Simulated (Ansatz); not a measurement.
Cr (bcc (W type)) was relaxed and computed twice in Ansatz (plane waves, PAW), once with PBE and once with r²SCAN.

|  | run 1 | run 2 |
|---|---|---|
| cell | a = 2.866 Å, b = 2.866 Å, c = 2.866 Å, α = 90.00°, β = 90.00°, γ = 90.00° | a = 2.962 Å, b = 2.962 Å, c = 2.962 Å, α = 90.00°, β = 90.00°, γ = 90.00° |
| B₀ by P(V) fit (GPa) | 182 | 108 |
| spin order and moments (μB) | antiferromagnetic; net 0.00 per atom; largest site about 1.1 | antiferromagnetic; net 0.00 per atom; largest site about 2.8 |

**Question.** Which run used which functional?

**Answer.** Run 1 is PBE, run 2 is r²SCAN.

Spin orders computed, not proven ground states: Cr, bcc (W type) with PBE antiferromagnetic; Cr, bcc (W type) with r²SCAN antiferromagnetic. All cells were relaxed under the symmetry of their starts (and spin orders); stability against distortions was not tested throughout.

Potentials: the earlier of the program's two PAW sets.

Ansatz (a first-principles code) is a plane-wave DFT program.
